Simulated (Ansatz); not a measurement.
TaGa$_{3}$ (Cu3Au type, Pm-3m) under volume change, plane-wave PAW PBE (Ansatz code), scaled uniformly.

```json
[
 {"V (Å³/atom)": "14.963", "E − E(relaxed) (meV/atom)": "55.1", "P (GPa)": "13.00"},
 {"V (Å³/atom)": "15.456", "E − E(relaxed) (meV/atom)": "?", "P (GPa)": "?"},
 {"V (Å³/atom)": "15.950", "E − E(relaxed) (meV/atom)": "?", "P (GPa)": "?"},
 {"V (Å³/atom)": "16.443", "E − E(relaxed) (meV/atom)": "0.0", "P (GPa)": "0.00"},
 {"V (Å³/atom)": "16.936", "E − E(relaxed) (meV/atom)": "4.9", "P (GPa)": "-3.13"},
 {"V (Å³/atom)": "17.429", "E − E(relaxed) (meV/atom)": "18.7", "P (GPa)": "-5.74"},
 {"V (Å³/atom)": "17.923", "E − E(relaxed) (meV/atom)": "39.8", "P (GPa)": "-7.91"}
]
```

Q: Fill in the missing entries.

A: 
- 15.456, E − E(relaxed) (meV/atom): 23.1
- 15.456, P (GPa): 7.92
- 15.950, E − E(relaxed) (meV/atom): 5.5
- 15.950, P (GPa): 3.65

Q: What does a third-order Birch–Murnaghan fit give for V₀, B₀ and B′?

A: V₀ = 16.44 Å³/atom, B₀ = 112 GPa, B′ = 4.5.

A made-up cell: these elements were put on the sites of a structure type; neither database checked (COD, Materials Project) lists it. COD files the formula under space group No. 139, so this cell is another polymorph or a model. Whether it is the stable phase at ambient conditions was not checked. The PBE relaxation kept the symmetry of its start; whether a distortion lowers the energy is not shown. The run is not spin-polarised. Spin–orbit coupling is left out wherever it is not named.

Potentials: the earlier of the program's two PAW sets.
